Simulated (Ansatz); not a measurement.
The relaxed structure here is a generated cell of SnTe: the first start was made by placing the elements on the sites of a structure type, and the end was not matched to a known phase here, so it may be hypothetical. Known forms of SnTe include space group No. 225.

A relaxed structure of SnTe. All values below come from r2SCAN (plane waves to 500 eV, PAW, scalar-relativistic; Ansatz, an electronic-structure program).

```
CELL_PARAMETERS angstrom
     -2.23967     3.19093     2.29863
      2.23967    -3.19093     2.29863
      2.23967     3.19093    -2.29863
ATOMIC_POSITIONS crystal
  Sn 0.97501 0.47501 0.50000
  Te 0.52727 0.52727 0.00000
```

Find the space group and the Wyckoff positions (tolerance 0.01 Å).

Space group Imm2 (No. 44); a = 4.479 Å, b = 6.382 Å, c = 4.597 Å, α = 90.00°, β = 90.00°, γ = 90.00°

```csv
atom,site,symmetry,x,y,z
Sn,2b,mm2,0.0000,0.5000,0.4750
Te,2a,mm2,0.0000,0.0000,0.5273
```

Give the shortest distances between elements (the closest pairs, up to four, under 3.6 Å).

Sn–Te 3.04 Å.

| Property | Result |
|---|---|
| Volume per atom | 32.85 Å³ |
| Band gap | 0.29 eV, direct at T (no spin-orbit coupling) |

No spin polarisation in the result. Spin-orbit coupling is missing; with elements this heavy it can move band edges by tenths of an eV or more.

It was reached from a disturbed copy of a P6₃mc (No. 186) cell, against which it lies -0.146 eV/atom.
